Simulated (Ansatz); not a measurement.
The start is a relaxed Hf cell displaced along its unstable phonon at q = (½, 0, 0) of its primitive reciprocal cell (89i cm⁻¹), largest move 0.15 Å. The cell and all atomic positions are relaxed at zero pressure with PBEsol (plane waves to 420 eV, PAW, scalar-relativistic; Ansatz, a program for electronic structure). The first steps use a coarse 13×13×13 k-mesh.

Input geometry:
```yaml
crystal:
  lattice:
    - [-3.49005, 3.49005, 3.49005]
    - [1.74503, -1.74503, 1.74503]
    - [1.74503, 1.74503, -1.74503]
  atoms:
    - { symbol: Hf, position: [0.00000, 0.96961, 0.03039] }
    - { symbol: Hf, position: [0.50000, 0.03039, 0.96961] }
```

Task: How does the volume change?

Result: +1.7 %, from 21.26 to 21.61 Å³/atom.

Task: Is the parent structure recovered?

Result: It does not go back: it reaches P6₃/mmc (No. 194), hcp (Mg type), 0.17 eV/atom below the parent.

Task: How do the shortest distances between atoms change?

Result: The closest pairs of elements (up to four, under 3.6 Å), start → end: Hf–Hf 3.02 → 3.09 Å.

Task: Is the relaxed structure metallic? Give its gap.

Result: No gap (metallic).

Task: What does it relax into? Give the structure.

Result: 
Space group P6₃/mmc (No. 194); a = b = 3.159 Å, c = 5.000 Å, α = β = 90.00°, γ = 120.00°

```
atom  site  symmetry       x       y       z
----  ----  --------  ------  ------  ------
Hf      2d      -6m2  0.6667  0.3333  0.2500
```

Final values are on a 17×17×9 k-mesh of the relaxed cell. No spin polarisation in the result.

The run could not lose the symmetry of its start.

Of the parent cell (Im-3m (No. 229)): This is a known allotrope of Hf, reached from a generated start. Known forms of Hf include space group No. 194.
